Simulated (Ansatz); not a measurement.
**Ir: computed property card**

Ir:
```
Ir
1.0
    2.72035     0.00000     0.00000
   -1.36018     2.35590     0.00000
    0.00000     0.00000     4.40356
Ir
2
Cartesian
  1.36018   0.78530   3.30267
  0.00000   1.57060   1.10089
```

Space group P6_3/mmc (No. 194), hcp (Mg type); conventional cell a = b = 2.720 Å, c = 4.404 Å, α = β = 90.00°, γ = 120.00°.

Method: PBEsol (plane waves, PAW; program Ansatz). Structure relaxed to zero pressure with the same functional. Other levels are named where they apply.

**Cell and energy**

```json
{
 "volume_per_atom": "14.11 Å³",
 "density": "22.62 g/cm³"
}
```

**Electronic structure**

```json
{
 "electronic_character": "metallic (no gap)",
 "Density of states at the Fermi level": "1.1 states/eV per atom (mean over ±0.08 eV)",
 "Gap with spin–orbit coupling": "none (metallic)"
}
```

**Mechanics**

```json
{
  "Bulk modulus (Birch–Murnaghan fit)": "382 GPa",
  "Pressure derivative B′": "5.0",
  "Elastic constants (relaxed ions, GPa)": "C11 = 657, C12 = 220, C13 = 259, C33 = 657, C44 = 104",
  "mechanical_stability": "stable (all eigenvalues of C positive)",
  "hill_bulk_and_shear_moduli": "383 and 158 GPa",
  "Young's modulus": "417 GPa",
  "Poisson's ratio": "0.32",
  "debye_temperature_from_the_elastic_constants": "365 K"
}
```

**Phonons**

```json
{
  "highest_zone_centre_frequency": "205 cm⁻¹",
  "zone_centre_stability": "no imaginary mode at Γ"
}
```

The first step of the workflow began from a Materials Project structure, measured or hypothetical; the Crystallography Open Database copy checked does not list it. It is not the phase usual at ambient conditions (space group No. 225). Symmetry was held in the PBEsol relaxation. No spin polarisation was allowed. As this level gives no gap, shear constants depend on the k-mesh and smearing (Fermi–Dirac, 0.1 eV here). As this level gives no gap, phonon frequencies hold no LO–TO term and depend on the k-mesh and smearing (Fermi–Dirac, 0.1 eV here). Axis ratios of metals converge slowly with the k-mesh, so a and c are less sure than the volume. On the denser mesh and wider smearing of the elastic run this cell carries a stress of 0.8 GPa. Scalar-relativistic: spin–orbit coupling is off unless named, which matters more the heavier the elements.

Potentials: the later of the program's two PAW sets.
